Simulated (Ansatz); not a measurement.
Ag in space group P6/mmm (No. 191; Ag on 2e, Ag on 2d, Ag on 3f) under volume change, DFT-PBE in the program Ansatz with PAW potentials, shape and atoms relaxed at each volume.

```
V (Å³/atom)  E − E(relaxed) (meV/atom)  P (GPa)
-----------  -------------------------  -------
17.188                             ___      ___
17.755                             ___      ___
18.322                             4.6     2.67
18.888                             0.0     0.00
19.455                             4.0    -2.18
20.022                            15.0    -3.96
20.588                            31.6    -5.40
```

Task: Complete the blanks.

Result: 
- 17.755, E − E(relaxed) (meV/atom): 19.6
- 17.755, P (GPa): 5.94
- 17.188, E − E(relaxed) (meV/atom): 47.5
- 17.188, P (GPa): 9.94

Task: What does a third-order Birch–Murnaghan fit give for V₀, B₀ and B′?

Result: V₀ = 18.89 Å³/atom, B₀ = 80.4 GPa, B′ = 5.7.

The start of the workflow was typed in or built on a structure type; neither database checked (COD, Materials Project) lists it. It is not the phase usual at ambient conditions (space group No. 225). Symmetry was held in the PBE relaxation; whether a distortion lowers the energy is not shown. The run is not spin-polarised.

Potentials: the later of the program's two PAW sets.
